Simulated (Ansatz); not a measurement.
# Sn$_{3}$GeTe$_{4}$ (R3m) at 3 levels of theory

One geometry, relaxed with PBE; plane waves with PAW potentials in Ansatz, scalar-relativistic unless the row names spin-orbit coupling. No spin polarisation but for the spin–orbit row. Gaps are the least over mesh and band path; pressure is positive in compression.

```
Sn Ge Te
1.0
     4.47073    2.58118    3.74466
    -4.47073    2.58118    3.74466
     0.00000   -5.16235    3.74466
Sn Ge Te
3 1 4
Direct
  0.49453 0.49453 0.99412
  0.49453 0.99412 0.49453
  0.99412 0.49453 0.49453
  0.97132 0.97132 0.97132
  0.50828 0.50828 0.50828
  0.00592 0.00592 0.52399
  0.00592 0.52399 0.00592
  0.52399 0.00592 0.00592
```

```tsv
level	cutoff (eV)	k mesh	gap (eV)	pressure (GPa)
PBE	420	6×6×6	0.22	0.0
r2SCAN	500	6×6×6	0.33	-0.8
PBE with spin-orbit coupling	420	6×6×6	0.10	0.0
```

Spin-orbit coupling matters for the bands of heavy elements and enters only rows that name it.

It was reached by relaxing an invented guess, and it needn't be the stable form of this composition.
